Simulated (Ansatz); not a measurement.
Mechanical response of SnAs (Fm-3m)

```yaml
crystal:
  lattice:
    - [0.00000, 2.83498, 2.83498]
    - [2.83498, 0.00000, 2.83498]
    - [2.83498, 2.83498, 0.00000]
  atoms:
    - { symbol: Sn, position: [0.00000, 0.00000, 0.00000] }
    - { symbol: As, position: [0.50000, 0.50000, 0.50000] }
```

Computed, not measured; unless marked otherwise by LDA, all-electron LAPW in Ansatz 0.2.0, scalar-relativistic. k mesh 12×12×12, strains of ±0.005, Fermi-Dirac smearing of 0.100 eV, basis error target 0.5 meV/atom. The cell was relaxed by PAW under this functional.

The cell is cubic and carries a residual pressure of 0.00 GPa at this level. Each strain component that symmetry leaves independent is applied at ±0.005, the ions relax wherever a strain frees them, and the stress (tension positive, GPa) is read. Shears are engineering strains, γ = 2ε.

```csv
strain,size,σxx,σyy,σzz,σyz,σxz,σxy
xx,-0.005,-0.9016,-0.1479,-0.1479,0.0000,0.0000,0.0000
xx,+0.005,0.8354,0.1379,0.1379,0.0000,0.0000,0.0000
yz,-0.005,-0.0045,-0.0056,-0.0056,-0.1690,0.0000,0.0000
yz,+0.005,-0.0045,-0.0056,-0.0056,0.1690,0.0000,0.0000
```

A central difference gives one constant, for example C11 ≈ (0.8354 − (-0.9016))/(0.01) = 173.7 GPa; the program then imposes the crystal's symmetry on the whole matrix.

What are the independent elastic constants?

C11 = 173.7, C12 = 28.6, C44 = 33.8 GPa.

Do they meet the Born conditions?

C11 − C12 = 145.1, C11 + 2C12 = 230.9 and C44 = 33.8 GPa must all be positive, so the crystal is elastically stable; that says nothing yet of its phonons.

What moduli does a random aggregate of grains have?

B = (C11 + 2C12)/3 = 77.0 GPa. G_V = (C11 − C12 + 3C44)/5 = 49.3 and G_R = 5(C11 − C12)C44/(4C44 + 3(C11 − C12)) = 43.0, so G_H = 46.1 GPa. Then E = 9BG/(3B + G) = 115.4 GPa, ν = (3B − 2G)/(6B + 2G) = 0.250 and B/G = 1.67, on the brittle side of Pugh's 1.75 (a rule of thumb).

With the density of 7.056 g/cm³, how fast does sound travel, and what Debye temperature follows?

```csv
direction,slow (m/s),middle (m/s),fast (m/s)
[100],2189,2189,4962
[110],2189,3207,4373
[111],2907,2907,4159
```

The mean of v⁻³ over directions and branches gives v_m = 2799 m/s and θ_D = (ħ/k_B) v_m (6π²n)^(1/3) = 294 K, n being atoms per volume. Young's modulus spans 88 to 166 GPa over directions, and the universal anisotropy index is 0.73.

How far do the constants move if PAW replaces LAPW in the same cell?

```json
{"constant": "C11", "LAPW (GPa)": "173.7", "PAW (GPa)": "173.8", "difference": "0.1"}
{"constant": "C12", "LAPW (GPa)": "28.6", "PAW (GPa)": "28.6", "difference": "0.0"}
{"constant": "C44", "LAPW (GPa)": "33.8", "PAW (GPa)": "33.8", "difference": "0.0"}
```

How far do the constants move if all-electron PAW (datasets made for the crystal) replaces LAPW in the same cell?

```json
{"constant": "C11", "LAPW (GPa)": "173.7", "all-electron PAW (datasets made for the crystal) (GPa)": "173.7", "difference": "0.0"}
{"constant": "C12", "LAPW (GPa)": "28.6", "all-electron PAW (datasets made for the crystal) (GPa)": "28.6", "difference": "0.0"}
{"constant": "C44", "LAPW (GPa)": "33.8", "all-electron PAW (datasets made for the crystal) (GPa)": "33.8", "difference": "0.0"}
```

What happens at 5 GPa (cell relaxed there)?

The volume falls to 0.9448 of its value, and C11 = 222.8, C12 = 38.6, C44 = 34.7 GPa (slopes of the stress), in this structure whether or not another phase takes over.

Known limits: responses of metals move with mesh and smearing; the frozen-core PAW files of the compared runs were fitted under PBE, their cores solved anew for this functional.
